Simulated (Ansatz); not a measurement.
## Calculated with Ansatz: MoS2, vacancy hop by nudged elastic band

Run with:

```bash
ansatz run input.yaml --threads 4 --pin off --max-ram 8192MiB --backend cpu --events-out ev --progress --plain --runs-dir out
```

The input file (Ansatz 0.2.0, plane waves):

```yaml
crystal:
  lattice:
    - [3.14930918, 1.81825118, 12.25838811]
    - [-3.14930918, 1.81825118, 12.25838811]
    - [0.0, -3.63651233, 12.25838663]
  atoms:
    - { symbol: Mo, position: [0.00183732, -0.00071477, -0.00288406] }
    - { symbol: S, position: [0.12751201, 0.12427958, 0.12358178] }
    - { symbol: S, position: [0.20569949, 0.20558161, 0.2127893] }
    - { symbol: Mo, position: [0.00460869, -0.00163012, 0.49675595] }
    - { symbol: S, position: [0.12408746, 0.12125849, 0.62843725] }
    - { symbol: Mo, position: [-0.00291402, 0.50072062, 0.00373176] }
    - { symbol: S, position: [0.1219756, 0.62497483, 0.13005422] }
    - { symbol: S, position: [0.21405693, 0.70506857, 0.208405] }
    - { symbol: Mo, position: [-0.00183181, 0.50455036, 0.49784138] }
    - { symbol: S, position: [0.12520073, 0.62095072, 0.62757146] }
    - { symbol: S, position: [0.21144104, 0.71319127, 0.70066008] }
    - { symbol: Mo, position: [0.4956526, -0.00082108, 0.00511928] }
    - { symbol: S, position: [0.62782644, 0.12602358, 0.11953767] }
    - { symbol: S, position: [0.70959511, 0.20777157, 0.20701263] }
    - { symbol: Mo, position: [0.50262937, 0.00223531, 0.49743461] }
    - { symbol: S, position: [0.62544835, 0.12195462, 0.62757874] }
    - { symbol: S, position: [0.69922518, 0.21125883, 0.7140933] }
    - { symbol: Mo, position: [0.50171465, 0.50233352, -0.00226074] }
    - { symbol: S, position: [0.62185549, 0.62722341, 0.12686251] }
    - { symbol: S, position: [0.70399469, 0.70626207, 0.21486438] }
    - { symbol: Mo, position: [0.49348112, 0.50115457, 0.5041375] }
    - { symbol: S, position: [0.62731169, 0.62031442, 0.62951686] }
    - { symbol: S, position: [0.71114867, 0.71160908, 0.70421923] }
kpoints:
  mp_grid: { grid: [3, 3, 3] }
magnetization:
  spin_polarized: false
scf:
  occupations: { method: cold, width: 0.15 }
hamiltonian:
  pseudopotentials: { kind: paw }
  xc: pbesol
basis:
  ecutwfc: 420
neb:
  images: 3
  relax_end_points: true
  climbing: true
  f_tol: 0.1
  max_iterations: 40
  order_check: false
  final_atoms:
    - { symbol: Mo, position: [0.00183732, -0.00071477, -0.00288406] }
    - { symbol: S, position: [0.20690764, 0.20739553, -0.28918596] }
    - { symbol: S, position: [0.20569949, 0.20558161, 0.2127893] }
    - { symbol: Mo, position: [0.00460869, -0.00163012, 0.49675595] }
    - { symbol: S, position: [0.12408746, 0.12125849, 0.62843725] }
    - { symbol: Mo, position: [-0.00291402, 0.50072062, 0.00373176] }
    - { symbol: S, position: [0.1219756, 0.62497483, 0.13005422] }
    - { symbol: S, position: [0.21405693, 0.70506857, 0.208405] }
    - { symbol: Mo, position: [-0.00183181, 0.50455036, 0.49784138] }
    - { symbol: S, position: [0.12520073, 0.62095072, 0.62757146] }
    - { symbol: S, position: [0.21144104, 0.71319127, 0.70066008] }
    - { symbol: Mo, position: [0.4956526, -0.00082108, 0.00511928] }
    - { symbol: S, position: [0.62782644, 0.12602358, 0.11953767] }
    - { symbol: S, position: [0.70959511, 0.20777157, 0.20701263] }
    - { symbol: Mo, position: [0.50262937, 0.00223531, 0.49743461] }
    - { symbol: S, position: [0.62544835, 0.12195462, 0.62757874] }
    - { symbol: S, position: [0.69922518, 0.21125883, 0.7140933] }
    - { symbol: Mo, position: [0.50171465, 0.50233352, -0.00226074] }
    - { symbol: S, position: [0.62185549, 0.62722341, 0.12686251] }
    - { symbol: S, position: [0.70399469, 0.70626207, 0.21486438] }
    - { symbol: Mo, position: [0.49348112, 0.50115457, 0.5041375] }
    - { symbol: S, position: [0.62731169, 0.62031442, 0.62951686] }
    - { symbol: S, position: [0.71114867, 0.71160908, 0.70421923] }
```

Origin of the cell: a database entry, scaled a little.

The cell is 2×2×2 cells of MoS2 with one S taken out; atom 2 (S) hops into the empty site, 3.56 Å away before the end points are relaxed. All atoms were shaken by about 0.02 Å first.

Output (shortened):

```
SCF iter   1: F=—  HF=-52473.069316 eV  Δρ=7.80e-3  dr2=2.91e-1
SCF iter   2: F=—  HF=-52473.236663 eV  S|Δr|=    0.00e0  Δρ=8.92e-3  dr2=1.43e0  defer=188
SCF iter   3: F=—  HF=-52473.154926 eV  S|Δr|=    0.00e0  Δρ=6.41e-3  dr2=9.42e-1  defer=188
[… 6 lines left out …]
SCF iter  10: F=—  HF=-52473.048482 eV  S|Δr|=    0.00e0  Δρ=3.25e-5  dr2=7.47e-6
SCF iter  11: F=—  HF=-52473.048482 eV  S|Δr|=    0.00e0  Δρ=1.24e-5  dr2=5.16e-7
SCF iter  12: F=-52473.048482 eV  HF=-52473.048482 eV  S|Δr|=    0.00e0  Δρ=5.60e-6  dr2=6.97e-8
NEB iter   1: max|band force component| = 1.358e0 eV/Å  barrier→ = 4.5897 eV  barrier← = 4.6065 eV  Δτ_max = 0.1986 Å  (68 SCF iters)
NEB iter   2: max|band force component| = 1.588e0 eV/Å  barrier→ = 4.1513 eV  barrier← = 4.1681 eV  Δτ_max = 0.2000 Å  (38 SCF iters)
NEB iter   3: max|band force component| = 1.665e0 eV/Å  barrier→ = 3.9496 eV  barrier← = 3.9664 eV  Δτ_max = 0.2000 Å  (36 SCF iters)
NEB iter   4: max|band force component| = 7.122e-1 eV/Å  barrier→ = 3.8924 eV  barrier← = 3.9092 eV  Δτ_max = 0.1025 Å  (32 SCF iters)
NEB iter   5: max|band force component| = 3.783e-1 eV/Å  barrier→ = 3.8798 eV  barrier← = 3.8966 eV  CI = image 2  Δτ_max = 0.0545 Å  (31 SCF iters)
NEB iter   6: max|band force component| = 6.040e-2 eV/Å  barrier→ = 3.8861 eV  barrier← = 3.9029 eV  CI = image 2  Δτ_max = 0.0000 Å  (28 SCF iters)
--- NEB band (5 images, 6 band iterations, 233 SCF iterations, 67 more in tests of the images' electronic states and relaxations of end points) ---
  forward barrier  = 3.886103 eV
  backward barrier = 3.902883 eV
  lagrangian_above_aufbau_ev (what the smearing adds, to first order; not taken off the barriers): saddle image -0.002617 eV, end points +0.002480 and +0.002507 eV
  climbing image's point = of an order that was not read
  energies are F+E_penalty+E_count in eV, relative to image 0
  image     s (Å)  Δ vs image 0  max|band force component| (eV/Å)
      0    0.0000      0.000000                                 —
      1    1.4834      0.265295                          5.650e-2
  *   2    2.9667      3.886103                          6.040e-2
      3    4.4026      0.253931                          4.767e-2
      4    5.8382     -0.016779                                 —
```

The converged band:

```
image  path over all atoms (Å)  ΔF (eV)   S x     y  z (Å)
    0                     0.00    0.000  0.00  0.00   4.58
    1                     1.48    0.265  0.00  0.33   4.33
    2                     2.97    3.886  0.00  0.96   3.08
    3                     4.40    0.254  0.00  1.50   1.83
    4                     5.84   -0.017  0.00  1.81   1.58
```

Highest image (2), forces in eV/Å:

```xyz
23
Lattice="3.149 1.818 12.258 -3.149 1.818 12.258 0.000 -3.637 12.258" Properties=species:S:1:pos:R:3:forces:R:3 pbc="T T T" image=2
Mo   -0.001   -0.309    0.311    0.000    0.008    0.026
S    -0.001    0.964    3.079    0.000    0.011   -0.076
S    -0.001    0.333    7.393    0.000    0.003    0.056
Mo   -0.001   -1.486    5.926    0.000   -0.002   -0.054
S    -0.001   -2.170   10.993    0.000    0.006    0.041
Mo   -1.555    1.205    5.839   -0.022    0.011    0.020
S    -1.623    0.580   10.961   -0.017   -0.009    0.011
S    -1.518    0.567   14.021   -0.006   -0.004   -0.022
Mo   -1.546   -1.242   12.503    0.021   -0.015    0.000
S    -1.591   -0.558   16.657    0.002   -0.010   -0.038
S    -1.603   -0.652   19.710    0.018    0.021    0.018
Mo    1.554    1.205    5.839    0.022    0.011    0.020
S     1.621    0.580   10.961    0.017   -0.009    0.011
S     1.517    0.567   14.021    0.006   -0.004   -0.022
Mo    1.544   -1.242   12.503   -0.021   -0.015    0.000
S     1.589   -0.558   16.657   -0.002   -0.010   -0.038
S     1.602   -0.652   19.710   -0.019    0.021    0.018
Mo   -0.001    1.504   12.467    0.000    0.007    0.017
S    -0.001    2.087   16.609    0.000    0.022   -0.034
S    -0.001    2.182   19.675    0.000   -0.025    0.021
Mo   -0.001    0.314   18.184    0.000   -0.019    0.017
S    -0.001   -0.269   23.195    0.000    0.017    0.016
S    -0.001   -0.312   26.271    0.000   -0.014   -0.010
```

Barrier of this path: 3.89 eV forwards, 3.90 eV backwards, after 6 band iterations.

Caveats: no moments, though an odd count or open d shells may carry them; the k mesh is coarse if the cell is a metal; a small cell with a neutral vacancy and no spin, whose shape can make like sites unlike; the cell is held at a rescaled volume, and strain moves barriers; the hop was drawn among near neighbours and need not be the easiest path; few images and a loose tolerance, and neither the top nor the ends were tested for their order.

It ran for 18 min on 4 threads of Arm Neoverse V1 (shared host), peak memory 3.1 GiB, from the program's own first density.
